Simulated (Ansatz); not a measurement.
GaRu₃C (anti-perovskite, space group No. 221) under volume change, plane-wave PAW PBEsol (Ansatz code), scaled uniformly.

| V (Å³/atom) | E − E(relaxed) (meV/atom) | P (GPa) |
|---|---|---|
| 11.455 | 104.6 | 32.30 |
| 11.833 | [?] | [?] |
| 12.210 | [?] | [?] |
| 12.588 | 0.0 | 0.00 |
| 12.966 | 9.2 | -7.60 |
| 13.343 | 34.9 | -14.00 |
| 13.721 | 74.4 | -19.39 |

What belongs in the gaps?


- 11.833, E − E(relaxed) (meV/atom): 43.7
- 11.833, P (GPa): 19.67
- 12.210, E − E(relaxed) (meV/atom): 10.3
- 12.210, P (GPa): 9.00

What does a third-order Birch–Murnaghan fit give for V₀, B₀ and B′?

V₀ = 12.59 Å³/atom, B₀ = 275 GPa, B′ = 4.6.

Space group Pm-3m (anti-perovskite). The start of the workflow was typed in or built on a structure type; neither database checked (COD, Materials Project) lists it. Whether it is the stable phase at ambient conditions was not checked. The cell was relaxed with PBEsol under the symmetry of its start; phonons show weakly imaginary modes. The run is not spin-polarised. Scalar-relativistic: spin–orbit coupling is off unless named, which matters more the heavier the elements.

Potentials: the earlier of the program's two PAW sets. The files were generated under PBE; for other functionals the program regenerates the frozen cores, and for LDA and PBEsol the local potential too.
